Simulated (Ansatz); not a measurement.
NiBi:
Space group P6₃/mmc (No. 194); a = 4.1100 Å, b = 4.1100 Å, c = 5.1590 Å, α = 90.00°, β = 90.00°, γ = 120.00°

```tsv
atom	site	symmetry	x	y	z
Ni	2a	-3m.	0.0000	0.0000	0.0000
Bi	2c	-6m2	0.3333	0.6667	0.2500
```

Relaxed at zero pressure with plane-wave PAW PBEsol (Ansatz code).

Problem. The volume is lowered by 3 % and shape and atoms relax at that volume. What pressure results, and how do the axes share the change?

Solution. 3.5 GPa; a -1.0 %, b -1.0 %, c -1.0 %; the energy rises by 6 meV/atom.

Problem. Give the new structure.

Solution. 
Space group P6₃/mmc (No. 194); a = 4.0676 Å, b = 4.0676 Å, c = 5.1091 Å, α = 90.00°, β = 90.00°, γ = 120.00°

| atom | site | symmetry | x | y | z |
|---|---|---|---|---|---|
| Ni | 2a | -3m. | 0.0000 | 0.0000 | 0.0000 |
| Bi | 2c | -6m2 | 0.3333 | 0.6667 | 0.2500 |

The phase is kept; no other phase was compared at this pressure.

Space group P6_3/mmc (NiAs type). The workflow started from a Materials Project entry (that database holds measured and hypothetical structures alike); the Crystallography Open Database copy checked does not list it. Its standing as an ambient phase is unchecked. The PBEsol relaxation kept the symmetry of its start; of distortions, only those at the zone centre were tested. No spin polarisation was allowed. Axis ratios of metals converge slowly with the k-mesh, so a and c are less sure than the volume. Scalar-relativistic: spin–orbit coupling is off unless named, which matters more the heavier the elements.

Potentials: the later of the program's two PAW sets.
